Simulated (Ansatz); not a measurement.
Nb2O5:
```cif
data_Nb4O10
_chemical_formula_sum 'Nb4 O10'
_space_group_name_H-M_alt 'C2/m'
_space_group_IT_number 12
_space_group_name_Hall '-C 2y'
_cell_length_a 12.89470
_cell_length_b 3.82389
_cell_length_c 3.98292
_cell_angle_alpha 90.000
_cell_angle_beta 90.710
_cell_angle_gamma 90.000
loop_
_atom_site_label
_atom_site_type_symbol
_atom_site_symmetry_multiplicity
_atom_site_Wyckoff_symbol
_atom_site_fract_x
_atom_site_fract_y
_atom_site_fract_z
_atom_site_occupancy
Nb1 Nb 4 i 0.14636 0.00000 0.06654 1
O1 O 4 i 0.14878 0.00000 0.51203 1
O2 O 2 a 0.00000 0.00000 0.00000 1
O3 O 4 i 0.18479 0.50000 0.00395 1
```
(The calculation used a cell of 7 atoms; values per cell refer to that cell.)

Relaxed at zero pressure with DFT-r²SCAN in the program Ansatz with PAW potentials.

Q: The volume is lowered by 9 % and shape and atoms relax at that volume. What pressure results, and how do the axes share the change?

A: 19.7 GPa; a -3.1 %, b -2.8 %, c -3.4 %; the energy rises by 70 meV/atom.

Q: Give the new structure.

A: 
Space group C2/m (No. 12); a = 12.496 Å, b = 3.716 Å, c = 3.849 Å, α = γ = 90.00°, β = 90.78°

| atom | site | symmetry | x | y | z |
|---|---|---|---|---|---|
| Nb | 4i | m | 0.1469 | 0.0000 | 0.0741 |
| O | 4i | m | 0.1505 | 0.0000 | 0.5339 |
| O | 2a | 2/m | 0.0000 | 0.0000 | 0.0000 |
| O | 4i | m | 0.1836 | 0.5000 | 0.0030 |

The phase is kept; no other phase was compared at this pressure.

The first step of the workflow began from a Materials Project structure, measured or hypothetical; the Crystallography Open Database copy checked does not list it. COD files the formula under space group No. 3, 15, 139, so this cell is another polymorph or a model. Whether it is the stable phase at ambient conditions was not checked. Symmetry was held in the r²SCAN relaxation; its stability against distortions is not shown here. No spin polarisation was allowed.

Potentials: the later of the program's two PAW sets.
